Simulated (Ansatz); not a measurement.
Consider a crystal of CsBe6C3 in space group Cmmm (No. 65), with Cs on 2d; Be on 4f and 8n; C on 4j and 2b. A trial structure of CsBe6C3 was built thus: 4-connected net, bridging atoms on its edges, guests in its cages (guest Cs).

All numbers below come from DFT PBE, scalar-relativistic, plane waves, PAW in Ansatz. Cutoff 420 eV, Γ-centred mesh, Gaussian smearing, no spin polarisation.

Formation energies are uncorrected and refer to the elements' standard structures at the same level.

Task: Give the relaxed lattice parameters and positions.

Result:

Space group Cmmm (No. 65). a = 5.936 Å, b = 12.446 Å, c = 4.659 Å, α = 90.00°, β = 90.00°, γ = 90.00°
```
atom  site  symmetry       x       y       z
  Cs    2d       mmm  0.0000  0.0000  0.5000
  Be    4f     ..2/m  0.2500  0.2500  0.5000
  Be    8n       m..  0.0000  0.4072  0.2527
   C    4j       m2m  0.0000  0.3081  0.5000
   C    2b       mmm  0.5000  0.0000  0.0000
```

Cs is surrounded by 12 Be at 3.39–3.45 Å, 10 C at 3.77–3.83 Å and 2 Cs at 4.66 Å; around Be on a site of symmetry 2/m lie 2 C at 1.65 Å, 4 Be at 2.71 Å, 2 Be at 2.97 Å and 2 Cs at 3.45 Å; Be on a site of symmetry m is surrounded by 2 C at 1.65–1.69 Å, 3 Be at 2.30–2.36 Å, 2 Be at 2.71 Å, 2 Be at 3.26–3.30 Å and 2 Cs at 3.39 Å; around C on a site of symmetry m2m lie 4 Be at 1.65–1.69 Å, 4 C at 3.30–3.34 Å, 4 Be at 3.72–3.73 Å and 3 Cs at 3.81–3.83 Å; 1 more site not described. Another local minimum with the same sites may exist.

Task: And its energy and gap?

Result: The formation energy is +0.25 eV/atom. The gap on the 8×8×8 mesh of the 10-atom cell is 0 eV (a metal). It can't be a ground state, since the elements alone are lower.

The last run used Gaussian smearing of 0.10 eV. An odd number of electrons in the primitive cell allows no gap without spin; a larger cell or a magnetic state could open one. The reference form of C is held partly by dispersion forces, which this level lacks. A structure relaxed within its symmetry needn't be a true minimum.
